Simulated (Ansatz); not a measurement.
Total density of states per atom from PBEsol (plane waves, PAW; program Ansatz), in 0.25 eV bins, energy from the Fermi level:

```tsv
E (eV)	states/eV/atom
-7.85	0.13
-7.60	0.13
-7.35	0.14
-7.10	0.17
-6.85	0.20
-6.60	0.21
-6.35	0.21
-6.10	0.20
-5.85	0.20
-5.60	0.21
-5.35	0.23
-5.10	0.25
-4.85	0.24
-4.60	0.24
-4.35	0.26
-4.10	0.28
-3.85	0.29
-3.60	0.32
-3.35	0.32
-3.10	0.33
-2.85	0.34
-2.60	0.35
-2.35	0.37
-2.10	0.42
-1.85	0.38
-1.60	0.31
-1.35	0.29
-1.10	0.30
-0.85	0.28
-0.60	0.26
-0.35	0.25
-0.10	0.24
0.15	0.22
0.40	0.18
0.65	0.13
0.90	0.10
1.15	0.09
1.40	0.09
1.65	0.09
1.90	0.11
2.15	0.12
2.40	0.13
2.65	0.14
2.90	0.15
3.15	0.15
3.40	0.15
3.65	0.16
3.90	0.16
4.15	0.14
4.40	0.15
4.65	0.19
```

Q: Which compound is it?
A) TiPt, CsCl type
B) MgB2, P6/mmm (Mg on 1a, B on 2d)
C) Sn3Pd, Cu3Au type
D) Y3Ge4, Cmcm (Pearson symbol oS28)

A: B, MgB2, P6/mmm (Mg on 1a, B on 2d). Within 0.5 eV of the Fermi level: B 2p 91 %. Projections are on Löwdin-orthogonalised atomic valence shells; empty p or d shells of many metals are not among them.

The PBEsol relaxation kept the symmetry of its start; of distortions, only those at the zone centre were tested.

Potentials: the later of the program's two PAW sets.
